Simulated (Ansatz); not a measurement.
## KHF₂: consecutive steps of a trajectory

Computed with DFT PBEsol, scalar-relativistic, plane waves, PAW in Ansatz. Settings: plane waves to 420 eV, k-mesh 2×2×2 (shifted by 0.5, 0.5, 0.5 steps), Fermi–Dirac smearing 0.069 eV. The mesh is coarse. No spin polarisation.

16 atoms, starting at 1.02 times the perfect crystal's volume (space group I4/mcm, the cell as given, not relaxed at this level); Langevin thermostat at 800 K (friction 0.005 fs⁻¹), fixed cell; 106 steps of 1 fs. The run is short and not equilibrated. The time step is on the long side.

Positions in Å, velocities in 0.01 Å/fs, forces in eV/Å; dE is the potential energy from the first frame shown.

```xyz
16
Lattice="5.7076 0.0000 0.0000 0.0000 5.7076 0.0000 0.0000 0.0000 6.8551" Properties=species:S:1:pos:R:3:v100:R:3:forces:R:3 pbc="T T T" time_fs=70.00 dE_eV=0.0000 T_K=410
K    -0.0106   -0.0766    1.7835    0.1458   -0.2009    0.3315    0.0516   -0.0062    0.0777
K     2.4938    2.9033    4.6048   -0.1815    0.0728   -0.4429    0.6272    0.1604    1.0121
K     0.1036   -0.0899    5.3080   -0.0036   -0.0731    0.2867   -0.2659   -0.0349    0.0191
K     3.0453    3.1703    1.5766    0.1022   -0.0281   -0.2833    0.0590   -0.3173    0.0048
H     0.2458    2.7460    0.0492   -0.5133    1.2874    2.8277    0.0079    0.3770    0.8514
H     2.8743   -0.0137    3.4600   -1.9202    0.0181   -5.1037    0.0718    0.3879   -0.3679
H     3.0394    0.3510    0.4837   -1.9196    2.2766    0.5673   -0.0428   -0.8909   -0.4340
H    -0.1256    2.6423    3.5145   -1.3184   -2.6345    1.6796    0.4032    0.5030    0.0017
F     0.9748    3.6209    0.0838    1.0042    0.1927   -0.0227    0.8469    1.0234   -0.8962
F     3.6631    0.7723    3.6195    0.6764    0.2753    0.3250   -0.7938   -0.9786   -0.0480
F     2.2688    1.0264    0.5959   -0.3604    0.5039    0.2223   -0.0225   -0.0320   -0.2051
F     4.8708    3.6063    3.6876    0.1533    0.2932    0.4101    0.3755   -0.8292   -0.1852
F     1.9417    4.8621    3.1563    0.5747   -0.5646    0.2811    0.8950    0.7184    0.7348
F     5.2282    2.0280    0.4018   -0.1690   -0.2341   -0.0909   -1.0638   -1.2144   -0.3954
F     0.7574    1.8877    3.3934   -0.2882   -0.5073    0.4068   -1.2937    0.2199    0.0473
F     3.7718    4.9628    0.1953    0.3701    0.5781   -0.1215    0.1445    0.9135   -0.2172
16
Lattice="5.7076 0.0000 0.0000 0.0000 5.7076 0.0000 0.0000 0.0000 6.8551" Properties=species:S:1:pos:R:3:v100:R:3:forces:R:3 pbc="T T T" time_fs=71.00 dE_eV=-0.0106 T_K=411
K    -0.0089   -0.0785    1.7868    0.2023   -0.1780    0.3342    0.0073   -0.0139    0.0705
K     2.4922    2.9041    4.6006   -0.1399    0.0854   -0.4004    0.6573    0.1467    1.0368
K     0.1037   -0.0908    5.3111    0.0274   -0.1160    0.3479   -0.2947   -0.0394    0.0200
K     3.0465    3.1702    1.5737    0.1302   -0.0004   -0.3113    0.1037   -0.2853   -0.0001
H     0.2404    2.7605    0.0807   -0.5429    1.5815    3.3946    0.0449    0.3193    0.7095
H     2.8571   -0.0124    3.4073   -1.4647    0.2157   -5.2801    0.1630    0.3411   -0.0520
H     3.0201    0.3684    0.4875   -1.7808    1.0857    0.1652    0.2976   -1.1253   -0.4744
H    -0.1357    2.6157    3.5282   -0.6795   -2.6232    1.0301    0.4595    0.6209   -0.0492
F     0.9850    3.6232    0.0834    1.0251    0.2637   -0.0640    0.7491    0.9674   -0.8059
F     3.6699    0.7752    3.6228    0.6747    0.3013    0.3236   -0.9395   -1.0295   -0.2483
F     2.2652    1.0314    0.5982   -0.3663    0.4979    0.2300   -0.3400    0.2068   -0.1469
F     4.8729    3.6088    3.6916    0.2544    0.2078    0.4003    0.3652   -0.9070   -0.1742
F     1.9473    4.8567    3.1594    0.5456   -0.5009    0.3284    0.9343    0.8689    0.5884
F     5.2257    2.0255    0.4011   -0.3224   -0.2780   -0.0476   -1.0057   -1.1061   -0.3412
F     0.7546    1.8828    3.3978   -0.2721   -0.4875    0.4725   -1.3371    0.1763    0.0577
F     3.7753    4.9687    0.1945    0.3375    0.6016   -0.0476    0.1352    0.8591   -0.1908
16
Lattice="5.7076 0.0000 0.0000 0.0000 5.7076 0.0000 0.0000 0.0000 6.8551" Properties=species:S:1:pos:R:3:v100:R:3:forces:R:3 pbc="T T T" time_fs=72.00 dE_eV=-0.0150 T_K=400
K    -0.0068   -0.0803    1.7901    0.2092   -0.1847    0.3355   -0.0305   -0.0125    0.0662
K     2.4908    2.9049    4.5974   -0.1271    0.0734   -0.2552    0.6845    0.1266    1.0561
K     0.1039   -0.0923    5.3145    0.0252   -0.1828    0.3189   -0.3175   -0.0371    0.0161
K     3.0477    3.1699    1.5707    0.1155   -0.0445   -0.2871    0.1439   -0.2719    0.0011
H     0.2363    2.7754    0.1152   -0.2682    1.3602    3.4394    0.0628    0.2392    0.5617
H     2.8429   -0.0113    3.3547   -1.3461   -0.0204   -5.0931    0.2202    0.2762    0.2729
H     3.0021    0.3724    0.4858   -1.7002   -0.3408   -0.5125    0.5252   -1.2377   -0.4888
H    -0.1412    2.5939    3.5377   -0.4007   -1.7019    0.8682    0.4876    0.7019   -0.0760
F     0.9955    3.6262    0.0824    1.0779    0.3240   -0.1365    0.6336    0.8960   -0.7050
F     3.6765    0.7784    3.6260    0.6538    0.3300    0.3119   -1.0495   -1.0581   -0.4429
F     2.2620    1.0368    0.6006   -0.2932    0.5952    0.2478   -0.5256    0.3123   -0.1165
F     4.8758    3.6104    3.6955    0.3320    0.1230    0.3699    0.3481   -0.9441   -0.1709
F     1.9526    4.8517    3.1626    0.5180   -0.5078    0.3041    0.9712    1.0094    0.4309
F     5.2220    2.0230    0.4002   -0.4155   -0.2162   -0.1253   -0.9098   -0.9577   -0.2917
F     0.7509    1.8778    3.4028   -0.4629   -0.5177    0.5336   -1.3442    0.1331    0.0551
F     3.7789    4.9746    0.1940    0.3670    0.5704   -0.0444    0.1002    0.8243   -0.1684
16
Lattice="5.7076 0.0000 0.0000 0.0000 5.7076 0.0000 0.0000 0.0000 6.8551" Properties=species:S:1:pos:R:3:v100:R:3:forces:R:3 pbc="T T T" time_fs=73.00 dE_eV=-0.0248 T_K=418
K    -0.0047   -0.0819    1.7936    0.2236   -0.1438    0.3670   -0.0602   -0.0012    0.0647
K     2.4892    2.9054    4.5952   -0.1973    0.0413   -0.1825    0.7085    0.1002    1.0694
K     0.1040   -0.0942    5.3178   -0.0157   -0.2008    0.3567   -0.3335   -0.0267    0.0081
K     3.0488    3.1693    1.5679    0.1052   -0.0879   -0.2661    0.1800   -0.2744    0.0078
H     0.2337    2.7910    0.1526   -0.2498    1.7090    3.9654    0.0641    0.1339    0.4031
H     2.8291   -0.0089    3.3037   -1.4043    0.4508   -4.9592    0.2586    0.1899    0.5867
H     2.9886    0.3635    0.4789   -0.9970   -1.3874   -0.8590    0.5402   -1.1495   -0.4661
H    -0.1415    2.5797    3.5458    0.3338   -1.1101    0.7421    0.4729    0.7409   -0.0940
F     1.0070    3.6301    0.0808    1.2190    0.4652   -0.1845    0.4925    0.8054   -0.5922
F     3.6824    0.7813    3.6287    0.5171    0.2477    0.2323   -1.1277   -1.0583   -0.6186
F     2.2592    1.0433    0.6028   -0.2545    0.6938    0.1879   -0.4787    0.1951   -0.1288
F     4.8788    3.6118    3.6992    0.2748    0.1423    0.3701    0.3382   -0.9475   -0.1692
F     1.9580    4.8473    3.1656    0.5645   -0.3660    0.3064    0.9937    1.1361    0.2697
F     5.2177    2.0205    0.3988   -0.4496   -0.2796   -0.1667   -0.7736   -0.7627   -0.2447
F     0.7461    1.8725    3.4078   -0.4928   -0.5286    0.4666   -1.3122    0.1015    0.0500
F     3.7822    4.9804    0.1934    0.2981    0.5928   -0.0703    0.0372    0.8171   -0.1459
16
Lattice="5.7076 0.0000 0.0000 0.0000 5.7076 0.0000 0.0000 0.0000 6.8551" Properties=species:S:1:pos:R:3:v100:R:3:forces:R:3 pbc="T T T" time_fs=74.00 dE_eV=-0.0322 T_K=407
K    -0.0024   -0.0831    1.7974    0.2217   -0.0875    0.3751   -0.0785    0.0134    0.0652
K     2.4872    2.9061    4.5928   -0.2078    0.0947   -0.2900    0.7286    0.0721    1.0824
K     0.1039   -0.0963    5.3212   -0.0053   -0.2176    0.3228   -0.3406   -0.0124   -0.0018
K     3.0498    3.1682    1.5656    0.0972   -0.1235   -0.1876    0.2087   -0.2834    0.0166
H     0.2300    2.8078    0.1954   -0.4859    1.5873    4.5091    0.0769    0.0150    0.2095
H     2.8169   -0.0039    3.2587   -1.0287    0.5049   -3.9073    0.2878    0.0899    0.8608
H     2.9819    0.3478    0.4688   -0.4115   -1.6456   -1.1341    0.3847   -0.9040   -0.4102
H    -0.1374    2.5715    3.5527    0.4669   -0.5246    0.6321    0.4225    0.7538   -0.1067
F     1.0194    3.6346    0.0785    1.2537    0.4343   -0.2622    0.3198    0.6985   -0.4605
F     3.6876    0.7837    3.6310    0.5272    0.2418    0.2107   -1.1793   -1.0343   -0.7627
F     2.2564    1.0505    0.6043   -0.2974    0.7389    0.1187   -0.2506   -0.1017   -0.1792
F     4.8818    3.6131    3.7026    0.3144    0.1227    0.3090    0.3372   -0.9306   -0.1685
F     1.9639    4.8441    3.1689    0.6049   -0.2669    0.3415    0.9970    1.2451    0.1175
F     5.2130    2.0179    0.3971   -0.4888   -0.2313   -0.1715   -0.6198   -0.5356   -0.1843
F     0.7408    1.8674    3.4119   -0.5595   -0.4952    0.3405   -1.2530    0.0779    0.0441
F     3.7851    4.9863    0.1926    0.2749    0.5867   -0.0987   -0.0415    0.8364   -0.1223
16
Lattice="5.7076 0.0000 0.0000 0.0000 5.7076 0.0000 0.0000 0.0000 6.8551" Properties=species:S:1:pos:R:3:v100:R:3:forces:R:3 pbc="T T T" time_fs=75.00 dE_eV=-0.0287 T_K=419
K    -0.0004   -0.0842    1.8010    0.1941   -0.1381    0.3487   -0.0864    0.0333    0.0675
K     2.4852    2.9067    4.5902   -0.1881    0.0284   -0.2344    0.7410    0.0401    1.0945
K     0.1038   -0.0985    5.3243   -0.0166   -0.2150    0.2803   -0.3408    0.0051   -0.0111
K     3.0511    3.1671    1.5637    0.1566   -0.0944   -0.2031    0.2295   -0.3006    0.0255
H     0.2247    2.8258    0.2435   -0.5676    1.9467    4.9922    0.1000   -0.1238   -0.0264
H     2.8079    0.0005    3.2243   -0.7519    0.3313   -2.8689    0.3075    0.0047    1.0669
H     2.9784    0.3271    0.4556   -0.3779   -2.3558   -1.4702    0.1899   -0.5971   -0.3268
H    -0.1306    2.5688    3.5596    0.8555   -0.0228    0.7416    0.3470    0.7446   -0.1175
F     1.0321    3.6387    0.0758    1.2870    0.3683   -0.2742    0.1285    0.5911   -0.3092
F     3.6923    0.7860    3.6331    0.4152    0.2038    0.2140   -1.2111   -1.0085   -0.8653
F     2.2536    1.0580    0.6054   -0.2635    0.7535    0.0972    0.0271   -0.4687   -0.2542
F     4.8845    3.6141    3.7064    0.2367    0.0875    0.4585    0.3434   -0.8983   -0.1685
F     1.9704    4.8415    3.1718    0.7070   -0.2539    0.2263    0.9881    1.3315   -0.0065
F     5.2080    2.0155    0.3948   -0.5033   -0.2440   -0.2871   -0.4583   -0.2858   -0.1034
F     0.7347    1.8622    3.4151   -0.6674   -0.5554    0.3153   -1.1724    0.0641    0.0411
F     3.7877    4.9922    0.1921    0.2580    0.5939    0.0024   -0.1329    0.8684   -0.1067
16
Lattice="5.7076 0.0000 0.0000 0.0000 5.7076 0.0000 0.0000 0.0000 6.8551" Properties=species:S:1:pos:R:3:v100:R:3:forces:R:3 pbc="T T T" time_fs=76.00 dE_eV=-0.0164 T_K=436
K     0.0017   -0.0855    1.8043    0.2222   -0.1138    0.3136   -0.0872    0.0639    0.0712
K     2.4835    2.9073    4.5882   -0.1473    0.0887   -0.1530    0.7462    0.0034    1.1007
K     0.1034   -0.1006    5.3268   -0.0608   -0.2191    0.2272   -0.3372    0.0298   -0.0195
K     3.0528    3.1659    1.5615    0.1973   -0.1570   -0.2268    0.2464   -0.3294    0.0370
H     0.2220    2.8455    0.2933    0.0165    1.9041    4.8431    0.0932   -0.3095   -0.2936
H     2.7994    0.0055    3.2033   -0.9272    0.6398   -1.2814    0.3430   -0.0673    1.1857
H     2.9763    0.2995    0.4411   -0.1405   -2.9923   -1.3821    0.0242   -0.2673   -0.2271
H    -0.1210    2.5733    3.5653    1.0162    0.9121    0.3977    0.2453    0.7053   -0.1153
F     1.0450    3.6426    0.0724    1.2949    0.4276   -0.4033   -0.0706    0.4845   -0.1425
F     3.6966    0.7877    3.6351    0.4389    0.1513    0.1862   -1.2371   -0.9792   -0.9201
F     2.2507    1.0653    0.6066   -0.3108    0.7054    0.1378    0.2875   -0.8535   -0.3425
F     4.8869    3.6147    3.7110    0.2345    0.0240    0.4632    0.3623   -0.8518   -0.1744
F     1.9780    4.8395    3.1734    0.8163   -0.1448    0.0957    0.9559    1.3921   -0.0878
F     5.2028    2.0132    0.3914   -0.5341   -0.2112   -0.3849   -0.2601    0.0094   -0.0067
F     0.7275    1.8563    3.4189   -0.7643   -0.6095    0.4416   -1.0710    0.0685    0.0367
F     3.7902    4.9985    0.1927    0.2384    0.6643    0.1250   -0.2405    0.9009   -0.1019
```

**Question.** What is the next frame? The thermostat's random kicks make it one of many possible.

**Answer.**
```xyz
16
Lattice="5.7076 0.0000 0.0000 0.0000 5.7076 0.0000 0.0000 0.0000 6.8551" Properties=species:S:1:pos:R:3:v100:R:3:forces:R:3 pbc="T T T" time_fs=77.00 dE_eV=0.0066 T_K=436
K     0.0037   -0.0865    1.8073    0.1704   -0.0952    0.2853   -0.0793    0.1023    0.0770
K     2.4821    2.9086    4.5869   -0.1354    0.1630   -0.1086    0.7400   -0.0417    1.1006
K     0.1027   -0.1031    5.3291   -0.0668   -0.2644    0.2356   -0.3284    0.0626   -0.0278
K     3.0550    3.1642    1.5592    0.2444   -0.1674   -0.2326    0.2570   -0.3648    0.0471
H     0.2224    2.8632    0.3403    0.0617    1.5434    4.4244    0.0704   -0.4990   -0.5740
H     2.7915    0.0106    3.1946   -0.6292    0.3581   -0.4231    0.3950   -0.1198    1.2263
H     2.9756    0.2682    0.4256   -0.0407   -3.1303   -1.6546   -0.0717    0.0262   -0.1246
H    -0.1122    2.5862    3.5696    0.6943    1.6287    0.4747    0.1482    0.6288   -0.1028
F     1.0582    3.6475    0.0685    1.3231    0.5317   -0.3778   -0.2772    0.3643    0.0287
F     3.7008    0.7887    3.6369    0.3878    0.0432    0.1678   -1.2607   -0.9498   -0.9335
F     2.2472    1.0716    0.6077   -0.3891    0.5513    0.0903    0.4807   -1.1874   -0.4290
F     4.8892    3.6140    3.7154    0.2364   -0.1494    0.4194    0.3897   -0.7983   -0.1846
F     1.9866    4.8380    3.1742    0.8932   -0.1601    0.0613    0.9026    1.4261   -0.1298
F     5.1972    2.0109    0.3880   -0.5821   -0.2279   -0.2869   -0.0388    0.3227    0.0982
F     0.7197    1.8500    3.4232   -0.7929   -0.6607    0.4132   -0.9723    0.1039    0.0354
F     3.7928    5.0054    0.1936    0.2625    0.7128    0.0463   -0.3550    0.9238   -0.1071
```